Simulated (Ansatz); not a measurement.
Ansatz (an electronic-structure program) input:

Ansatz 0.2 input:
```yaml
crystal:
  lattice:
    - [10.9713942794, 0.0, 0.0]
    - [0.0, 3.8792913918, 0.0]
    - [0.0, 0.0, 4.422707082]
  atoms:
    - { symbol: Ge, position: [0.1236068448, 0.25, 0.1133658542] }
    - { symbol: Ge, position: [0.8763931552, 0.75, 0.8866341458] }
    - { symbol: Ge, position: [0.3763931552, 0.75, 0.6133658542] }
    - { symbol: Ge, position: [0.6236068448, 0.25, 0.3866341458] }
    - { symbol: Se, position: [0.8547664618, 0.25, 0.4980392126] }
    - { symbol: Se, position: [0.1452335382, 0.75, 0.5019607874] }
    - { symbol: Se, position: [0.6452335382, 0.75, 0.9980392126] }
    - { symbol: Se, position: [0.3547664618, 0.25, 0.0019607874] }
kpoints:
  mp_grid: { grid: [2, 6, 5] }
  band_path:
    path:
      - [[0.0, 0.0, 0.0], [0.5, 0.0, 0.0], [0.5, 0.5, 0.0], [0.0, 0.5, 0.0], [0.0, 0.0, 0.0], [0.0, 0.0, 0.5], [0.5, 0.0, 0.5], [0.5, 0.5, 0.5], [0.0, 0.5, 0.5], [0.0, 0.0, 0.5]]  # Γ-X-S-Y-Γ-Z-U-R-T-Z
      - [[0.5, 0.0, 0.0], [0.5, 0.0, 0.5]]  # X-U
      - [[0.0, 0.5, 0.0], [0.0, 0.5, 0.5]]  # Y-T
      - [[0.5, 0.5, 0.0], [0.5, 0.5, 0.5]]  # S-R
      - [VBM, CBM]
    npoints: 6
basis: { xc_grid: 2 }
hamiltonian:
  xc: pbe
  dispersion: d3bj
  pseudopotentials: { kind: paw }
magnetization: { noncollinear: true, spin_orbit: true }
scf:
  n_extra_bands: 16
  convergence: { dr2_threshold: 0.0000000001 }
  occupations: { method: gaussian, width: 0.01 }
checkpoint: { write: soc.run }
output: { eigenvalues: true }
```

Output (shortened):

```
Pseudopotential: Ge, paw_fr, valence charge 14
Pseudopotential: Se, paw_fr, valence charge 16
Functional definition: PBE
non-collinear run that drives no moment, with spin-orbit …
Crystal: 8 atoms, lattice volume = 188.236 Å³
Basis set: ecut = 420 eV, 3699 PW (Γ), exchange–correlation on 150×54×60 points (8 copies of the dense FFT grid, shifted against one another)
Bands: 136, of which v1, the nominal top of the filled ones, is band 120 counted from 1 (119 counted from 0)
Symmetry: 8 space group operations + 8 with time reversal
k-points: 24 of 60
Projection manifold: j_resolved (fully-relativistic pseudo-atomic orbitals)
SCF iter   1: F=—  HF=-39062.880975 eV  |F-HF|=—  |Δ(HF+E_count)|=         —  Δρ=3.55e-2  dr2=3.31e0  dr2_m=0.00e0 (ungated)  ethr=3.10e-3  |M|=0.00e0 ∫|m|=0.00e0 μB  |m|>n=0.0e0 m-floor=0.0e0 τ_xc=0.0e0  β_m=0.30  ⟨swp⟩=5.9  Hψ=6445  notcnv=0
preconditioner: auto → Resta (q_TF=auto, 2.531 Å⁻¹)
spin=Noncollinear: Resta preconditioning applied to the charge; magnetization (m_x, m_y, m_z) channels mix plain (no charge-response kernel on spin).
SCF iter   2: F=—  HF=-39062.277339 eV  |F-HF|=—  |Δ(HF+E_count)|=   6.04e-1  Δρ=2.33e-2  dr2=1.23e0  dr2_m=0.00e0 (ungated)  ethr=2.76e-3  |M|=0.00e0 ∫|m|=0.00e0 μB  |m|>n=0.0e0 m-floor=0.0e0 τ_xc=0.0e0  β_m=0.51  ⟨swp⟩=2.0  Hψ=1991  notcnv=0  defer=242
SCF iter   3: F=—  HF=-39061.938159 eV  |F-HF|=—  |Δ(HF+E_count)|=   3.39e-1  Δρ=7.55e-3  dr2=8.59e-2  dr2_m=0.00e0 (ungated)  ethr=1.03e-3  |M|=0.00e0 ∫|m|=0.00e0 μB  |m|>n=0.0e0 m-floor=0.0e0 τ_xc=0.0e0  β_m=0.60  ⟨swp⟩=2.1  Hψ=1898  notcnv=0  defer=242
SCF iter   4: F=—  HF=-39061.925253 eV  |F-HF|=—  |Δ(HF+E_count)|=   1.29e-2  Δρ=2.05e-3  dr2=8.97e-3  dr2_m=0.00e0 (ungated)  ethr=7.16e-5  |M|=0.00e0 ∫|m|=0.00e0 μB  |m|>n=0.0e0 m-floor=0.0e0 τ_xc=0.0e0  β_m=0.73  ⟨swp⟩=2.2  Hψ=2232  notcnv=0  defer=240
SCF iter   5: F=—  HF=-39061.926606 eV  |F-HF|=—  |Δ(HF+E_count)|=   1.35e-3  Δρ=4.84e-4  dr2=4.56e-4  dr2_m=0.00e0 (ungated)  ethr=7.48e-6  |M|=0.00e0 ∫|m|=0.00e0 μB  |m|>n=0.0e0 m-floor=0.0e0 τ_xc=0.0e0  β_m=0.86  ⟨swp⟩=2.1  Hψ=2095  notcnv=0  defer=240
SCF iter   6: F=—  HF=-39061.926997 eV  |F-HF|=—  |Δ(HF+E_count)|=   3.92e-4  Δρ=1.62e-4  dr2=4.13e-5  dr2_m=0.00e0 (ungated)  ethr=3.80e-7  |M|=0.00e0 ∫|m|=0.00e0 μB  |m|>n=0.0e0 m-floor=0.0e0 τ_xc=0.0e0  β_m=0.75  ⟨swp⟩=2.0  Hψ=2544  notcnv=0  defer=240
SCF iter   7: F=—  HF=-39061.926985 eV  |F-HF|=—  |Δ(HF+E_count)|=   1.21e-5  Δρ=5.92e-5  dr2=5.39e-6  dr2_m=0.00e0 (ungated)  ethr=3.44e-8  |M|=0.00e0 ∫|m|=0.00e0 μB  |m|>n=0.0e0 m-floor=0.0e0 τ_xc=0.0e0  β_m=0.88  ⟨swp⟩=2.0  Hψ=2952  notcnv=0  defer=240
SCF iter   8: F=—  HF=-39061.926888 eV  |F-HF|=—  |Δ(HF+E_count)|=   9.77e-5  Δρ=1.23e-5  dr2=2.67e-7  dr2_m=0.00e0 (ungated)  ethr=4.49e-9  |M|=0.00e0 ∫|m|=0.00e0 μB  |m|>n=0.0e0 m-floor=0.0e0 τ_xc=0.0e0  β_m=0.94  ⟨swp⟩=2.0  Hψ=3063  notcnv=0  defer=240
SCF iter  11: F=-39061.926888 eV  HF=-39061.926888 eV  |F-HF|=1.46e-11  |Δ(HF+E_count)|=  6.55e-10  Δρ=1.49e-7  dr2=4.52e-11  dr2_m=0.00e0 (ungated)  ethr=1.00e-12  |M|=0.00e0 ∫|m|=0.00e0 μB  |m|>n=0.0e0 m-floor=0.0e0 τ_xc=0.0e0  ⟨swp⟩=8.2  Hψ=6730  notcnv=0
WARN: dispersion: an atom stands within reach of a switch of its C6 between two reference coordination numbers of its element …
SCF 1 converged in 11 iterations: F = -39061.926888 eV  dr2 = 4.52e-11
NSCF: frozen V_eff on 64 k-points
NSCF: frozen V_eff on 64 k-points
NSCF: frozen V_eff on 64 k-points
NSCF: frozen V_eff on 64 k-points
NSCF: frozen V_eff on 41 k-points
NSCF: frozen V_eff on 13 k-points
NSCF: frozen V_eff on 64 k-points
NSCF: frozen V_eff on 7 k-points
NSCF: frozen V_eff on 34 k-points
NSCF: frozen V_eff on 40 k-points
NSCF: frozen V_eff on 29 k-points
NSCF: frozen V_eff on 14 k-points
NSCF: frozen V_eff on 11 k-points
NSCF: frozen V_eff on 83 k-points
SCF converged after 11 iterations
Magnetization: |M| = 0.0000 μB,  M = (+0.0000, +0.0000, +0.0000) μB
Absolute magnetization: 0.0000 μB (∫|m|)
  site 0: m = (+0.0000, +0.0000, +0.0000) μB, |m| = 0.0000 μB  (R = 1.07 Å)
  site 1: m = (+0.0000, +0.0000, +0.0000) μB, |m| = 0.0000 μB  (R = 1.07 Å)
  site 2: m = (+0.0000, +0.0000, +0.0000) μB, |m| = 0.0000 μB  (R = 1.07 Å)
  site 3: m = (+0.0000, +0.0000, +0.0000) μB, |m| = 0.0000 μB  (R = 1.07 Å)
  site 4: m = (+0.0000, +0.0000, +0.0000) μB, |m| = 0.0000 μB  (R = 1.07 Å)
  site 5: m = (+0.0000, +0.0000, +0.0000) μB, |m| = 0.0000 μB  (R = 1.07 Å)
  site 6: m = (+0.0000, +0.0000, +0.0000) μB, |m| = 0.0000 μB  (R = 1.07 Å)
  site 7: m = (+0.0000, +0.0000, +0.0000) μB, |m| = 0.0000 μB  (R = 1.07 Å)
Free energy (F): -39061.926888 eV
Harris-Foulkes:  -39061.926888 eV  (|F-HF|=1.46e-11)
Internal energy: -39061.926888 eV  (E = F + TS)
E sigma→0 (E₀):  -39061.926888 eV
Fermi energy:    8.644923 eV
--- Per-component energies (eV) ---
  E_band       = -2113.089481
  E_kinetic    = 910.503435
  E_local      = -18944.182800  (includes V_loc(G=0)·N_el)
  E_nonlocal   = -724.202078
  E_hartree    = 8817.233411
  E_xc         = -717.514309
  E_vxc        = -648.062877  (∫ρ·V_xc dr)
  E_paw        = -15708.121156  (= ΣΔE_a)
  E_vpaw       = -341.611123  (= ΣTr[D̂ρ^β])
  E_aug_tail   = -0.001233  (compensation charges beyond the density's cutoff)
  E_ewald      = -12692.778171
  E_disp       = -2.863987  (pairwise vdW)
  E_smearing   =  0.000000  (= −TS)
  E_closure    =  0.000000  (closes the sum)
  Σ components = -39061.926888   (vs F -39061.926888, Δ=0.00e0)
  [band-id]    e_kinetic+e_local+e_nonlocal+2·e_hartree+e_vxc+e_vpaw+e_augmentation_tail = -2113.089854   (vs E_band -2113.089481, Δ=-3.73e-4)
--- Band table (eV; the first three rows and the last of 24) ---
  k-point 0: bands = ["-39.7718", "-39.7718", "-39.7717", "-39.7717", "-39.7717", "-39.7717", "-39.7717", "-39.7717", "-39.7372", "-39.7372", "-39.7371", "-39.7371", "-39.7371", "-39.7371", "-39.7370", "-39.7370", "-38.8856", "-38.8856", "-38.8855", …
  k-point 1: bands = ["-39.7718", "-39.7718", "-39.7717", "-39.7717", "-39.7717", "-39.7717", "-39.7717", "-39.7717", "-39.7372", "-39.7372", "-39.7371", "-39.7371", "-39.7371", "-39.7371", "-39.7370", "-39.7370", "-38.8856", "-38.8856", "-38.8855", …
  k-point 2: bands = ["-39.7718", "-39.7718", "-39.7717", "-39.7717", "-39.7717", "-39.7717", "-39.7717", "-39.7717", "-39.7372", "-39.7372", "-39.7371", "-39.7371", "-39.7371", "-39.7371", "-39.7370", "-39.7370", "-38.8855", "-38.8855", "-38.8855", …
  k-point 23: bands = ["-39.7717", "-39.7717", "-39.7717", "-39.7717", "-39.7716", "-39.7716", "-39.7716", "-39.7716", "-39.7371", "-39.7371", "-39.7371", "-39.7371", "-39.7371", "-39.7371", "-39.7370", "-39.7370", "-38.8854", "-38.8854", "-38.8854", …
```

Cost: around 30 core-minutes (rough) on shared cores.

Space group Pnma. The cell was relaxed with PBE+D3(BJ) under the symmetry of its start.

Potentials: the later of the program's two PAW sets.

Ansatz is a plane-wave DFT program.
